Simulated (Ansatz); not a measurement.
CuO:
```yaml
crystal:
  lattice:
    - [3.85781, 0.00000, 0.00000]
    - [0.00000, 3.85781, 0.00000]
    - [0.00000, 0.00000, 3.81349]
  atoms:
    - { symbol: Cu, position: [0.50000, 0.00000, 0.07208] }
    - { symbol: Cu, position: [0.00000, 0.50000, 0.92792] }
    - { symbol: O, position: [0.00000, 0.00000, 0.00000] }
    - { symbol: O, position: [0.50000, 0.50000, 0.00000] }
```

Relaxed with PBE. Special points in fractions of this cell's reciprocal vectors: Γ (0.000, 0.000, 0.000); X (0.000, 0.500, 0.000); M (0.500, 0.500, 0.000); Z (0.000, 0.000, 0.500); R (0.000, 0.500, 0.500); A (0.500, 0.500, 0.500).

### Question
List the band energies nearest the Fermi level at these points for PBE in the plane-wave PAW code Ansatz.

### Answer
In eV from the Fermi level; about four levels below and three above (degenerate sets whole), none deeper than 8.9 eV; … stands for higher levels left out; points with the same levels are listed once.

```csv
k,below,above
Γ,-1.67 -1.67 -1.42 -1.25 -0.95,1.69 5.77 …
X,-1.18 -1.18 -0.40 -0.40,4.99 4.99 …
M,-1.41 -1.41 -0.43 -0.43,1.72 1.72 6.72 6.72
Z,-1.63 -1.63 -1.61 -1.25 -1.10,4.57 4.70 …
R,-1.04 -1.04 -0.39 -0.39,4.99 4.99 …
A,-1.18 -1.18 -0.51 -0.51,1.72 1.72 4.29 4.29
```

Space group P4/nmm. A made-up cell: these elements were put on the sites of a structure type; neither database checked (COD, Materials Project) lists it. It is not the phase usual at ambient conditions (space group No. 15). Symmetry was held in the PBE relaxation; its stability against distortions is not shown here. No spin polarisation was allowed. No Hubbard U is applied. Without spin polarisation and U, an open-shell compound can come out a false metal.

Potentials: the later of the program's two PAW sets.
